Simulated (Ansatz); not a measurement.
BeS:
```yaml
crystal:
  lattice:
    - [3.43939, 0.00000, 0.00000]
    - [-1.71969, 2.97860, 0.00000]
    - [0.00000, 0.00000, 5.66716]
  atoms:
    - { symbol: Be, position: [0.66667, 0.33333, 0.99966] }
    - { symbol: Be, position: [0.33333, 0.66667, 0.49966] }
    - { symbol: S, position: [0.66667, 0.33333, 0.62554] }
    - { symbol: S, position: [0.33333, 0.66667, 0.12554] }
```

Relaxed with PBE. Special points in fractions of this cell's reciprocal vectors: Γ (0.000, 0.000, 0.000); M (0.500, 0.000, 0.000); K (0.333, 0.333, 0.000); A (0.000, 0.000, 0.500); L (0.500, 0.000, 0.500); H (0.333, 0.333, 0.500).

Problem. List the band energies nearest the valence-band maximum at these points for DFT-PBE in the program Ansatz with PAW potentials.

Solution. In eV from the valence-band maximum; about four levels below and three above (degenerate sets whole), none deeper than 8.9 eV; points with the same levels are listed once.

| k | below | above |
|---|---|---|
| Γ | -1.12 -1.12 -0.15 0.00 0.00 | 5.08 5.45 5.45 |
| M | -3.74 -2.64 -2.27 -1.09 | 4.05 5.30 6.30 |
| K | -4.08 -4.08 -2.91 -2.91 -2.90 | 3.71 8.54 8.54 |
| A | -0.62 -0.62 -0.62 -0.62 | 5.40 5.40 6.21 6.21 6.21 6.21 |
| L | -1.98 -1.98 -1.96 -1.96 | 4.14 4.14 5.66 5.66 |
| H | -4.04 -4.04 -1.58 -1.58 | 5.41 5.41 6.68 6.68 |

Space group P6_3mc (wurtzite). The cell is a constructed one: a structure type filled with these elements; neither database checked (COD, Materials Project) lists it. COD files the formula under space group No. 216, so this cell is another polymorph or a model. Whether it is the stable phase at ambient conditions was not checked. The PBE relaxation kept the symmetry of its start; its stability against distortions is not shown here.

Potentials: the later of the program's two PAW sets.
